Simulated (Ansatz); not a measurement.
Ta3N5 in space group Cmcm (No. 63; Pearson symbol oS32), r²SCAN in the plane-wave PAW code Ansatz, all energies at zero smearing, with the estimated change up to a 700 eV cutoff added, with one set of potentials and settings (totals compare only within such a set). Cell of 16 atoms (6 Ta, 10 N): -63534.451 eV.

```
element             reference phase  E (eV/atom)
-------  --------------------------  -----------
Ta       Im-3m, 1 atoms in the cell   -9944.3222
N         Pa-3, 8 atoms in the cell    -384.8315
```

Formation energy per atom, worked out: (-63534.451 − 6×(-9944.3222) − 10×(-384.8315))/16 = -1.263 eV/atom (-122 kJ per mol of atoms), at 0 K, without zero-point energy or fitted corrections.

The workflow started from a Materials Project entry (that database holds measured and hypothetical structures alike); the Crystallography Open Database files this formula in space group No. 63, but the cells were not matched. Its standing as an ambient phase is unchecked. Symmetry was held in the r²SCAN relaxation; its stability against distortions is not shown here. No spin polarisation was allowed. The references are the lowest solids computed at this level, not always the standard phases (solids in place of the gases). Scalar-relativistic: spin–orbit coupling is off unless named, which matters more the heavier the elements.

Potentials: the later of the program's two PAW sets.
